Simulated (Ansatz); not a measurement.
A generator proposed this cell of Si4B.

```cif
data_structure
_symmetry_space_group_name_H-M 'Im-3m'
_symmetry_Int_Tables_number 229
_cell_length_a 5.1919
_cell_length_b 5.1919
_cell_length_c 5.1919
_cell_angle_alpha 90.000
_cell_angle_beta 90.000
_cell_angle_gamma 90.000
_cell_volume 139.95
loop_
_atom_site_label
_atom_site_type_symbol
_atom_site_symmetry_multiplicity
_atom_site_Wyckoff_symbol
_atom_site_fract_x
_atom_site_fract_y
_atom_site_fract_z
_atom_site_occupancy
Si1 Si 8 c 0.25000 0.25000 0.75000 1
B1 B 2 a 0.00000 0.00000 0.00000 1
```

Computed with DFT PBE, scalar-relativistic, plane waves, PAW in Ansatz. Plane waves to 420 eV, a k mesh through Γ of 6×6×6 on the computed 5-atom cell and Gaussian smearing (0.10 eV); no spin polarisation.

Energies over the elements count from the elements' standard structures at the same level, with no fitted energy shifts.

Problem. How far from equilibrium is it?

Solution. The pressure is -1.3 GPa (it wants to contract), the largest force is 0.00 eV/Å (symmetry fixes the atoms), and the energy is +0.61 eV/atom against the elements. The shortest distance is 2.25 Å.

Problem. Is it a good guess?

Solution. A good one: relaxing gains under 0.1 eV/atom (the start's value is from the coarse mesh, so the gain is rough) in 4 ionic steps and ends at +0.61 eV/atom on the finer mesh. The symmetry stays Im-3m (No. 229). The volume per atom shrinks by 1.4 %, from 14.0 to 13.8 Å³. The shortest distance goes from 2.25 Å (Si–B) to 2.24 Å (Si–B). Conventional cell: a = 5.167 Å. Si has 2 B at 2.24 Å and 6 Si at 2.58 Å; around B lie 8 Si at 2.24 Å.

The last run used a 10×10×10 mesh for its 5-atom cell and Gaussian smearing of 0.10 eV. The cell is a metal run without spin; a magnetic state may lie lower. The relaxation can't lower the symmetry of the start, and the grade says only how near the guess is to its own end. Symmetry constrained the relaxation, so the result can be a saddle point.
